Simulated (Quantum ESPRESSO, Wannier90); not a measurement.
# W (bcc (W type)): Wannier90 run

```
W
1.0
   -1.58516     1.58516     1.58516
    1.58516    -1.58516     1.58516
    1.58516     1.58516    -1.58516
W
1
Cartesian
  0.00000   0.00000   0.00000
```

Materials Project entry mp-91; symmetrised, unrelaxed at this level. This is the element's usual structure. Computed values, not measurements, from PBEsol: Quantum ESPRESSO (norm-conserving PseudoDojo potentials, cutoff 60 Ry, no spin polarisation, no spin-orbit coupling) on a Γ-centred 12×12×12 mesh, then Wannier90. Density: 18×18×18 mesh, cold smearing 0.01 Ry. Spin-orbit coupling is left out although heavy elements are present.

Functional, cutoff and mesh named above are those of the base row (12×12×12); the first column says what each row takes instead. Model: 9 functions from bands 5-21, start hydrogen-like W: s;p;d, centres 0.05 Å off the atoms, frozen window tied to the conduction edge or Fermi level of each row, as listed, which moves Ω_I and hoppings a little by itself. Energies are relative to the Fermi level; the misfit is to pw.x on a path, for states up to 1.0 eV relative to the Fermi level. Only the mesh of Bloch states changes. The disentangled Ω_I can sit in another minimum from row to row.

Problem. Among the meshes 5×5×5, 6×6×6, 8×8×8, 10×10×10, 12×12×12, which is the coarsest that interpolates to 20 meV rms?

Solution. 8×8×8.

```tsv
mesh	frozen to (eV)	Ω_I (Å²)	rms misfit (meV)	k-points (cost)
5×5×5	1.50	8.15	55	125
6×6×6	1.50	8.48	24	216
8×8×8	1.50	8.78	9.2	512
10×10×10	1.50	9.00	4.5	1000
12×12×12	1.50	9.09	2.7	1728
```

Ω_I still rises with the mesh: the finite-difference spreads converge slowly and from below.
